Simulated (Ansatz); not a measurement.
Relaxed ZnAu (CsCl type):

```
ZnAu
1.0
    6.19172     0.00000     0.00000
    0.00000     3.09586     0.00000
    0.00000     0.00000     3.09586
Zn Au
2 2
Direct
  0.25000   0.50000   0.50000
  0.75000   0.50000   0.50000
  0.00000   0.00000   0.00000
  0.50000   0.00000   0.00000
```

A phonon eigenvector at X = (0.5, 0.0, 0.0) is frozen into this cell: atom i moves by Q times the vector below, so Q is the largest atomic displacement, in Å. The cell is held. (q is in reciprocal vectors of the primitive cell; the cell shown is doubled to hold the pattern.)

| atom | x | y | z |
|---|---|---|---|
| Au3 | 1.000 | 0.000 | 0.000 |
| Au4 | -1.000 | 0.000 | 0.000 |

Atoms not listed stay in place.

Computed with LDA (plane waves to 420 eV, PAW, scalar-relativistic; Ansatz, a quantum-chemistry and plane-wave program). k mesh 8×15×15 (Γ-centred), Fermi-Dirac smearing 0.05 eV. E stands for the smeared free energy. With partly filled bands, energies and forces of such displacements shift with the k mesh and the smearing. Spin-orbit coupling is left out, though Au is heavy. ZnAu was relaxed with its symmetry unable to fall. ΔE is measured from the undisplaced structure. The last digit holds for this mesh only.

```csv
Q (Å),ΔE (meV/cell)
-0.2800,855.4
-0.2333,541.4
-0.1867,withheld
-0.1400,170.3
-0.0933,72.6
-0.0467,17.7
0.0000,0.0
0.0467,17.7
0.0933,72.6
0.1400,170.3
0.1867,withheld
0.2333,541.4
0.2800,855.4
```

Problem. Fit an even polynomial form (powers 2, 4, 6) to the given rows and predict ΔE at Q = 0.1867.

Solution. Least squares on the 11 given rows: ΔE = (8059)·Q² + (30840)·Q⁴ + (70570)·Q⁶, in meV/cell with Q in Å; root-mean-square residual 0.03 meV/cell. At 0.1867 the fit gives 321.4 meV/cell; the calculation gives 321.2 meV/cell, so the interpolation is off by 0.2 (+0.1 %). The quadratic term alone would give 280.9 meV/cell.

(A displaced cell: forces are minus the slopes of the energy, force constants its curvatures, and phonons follow from these.)
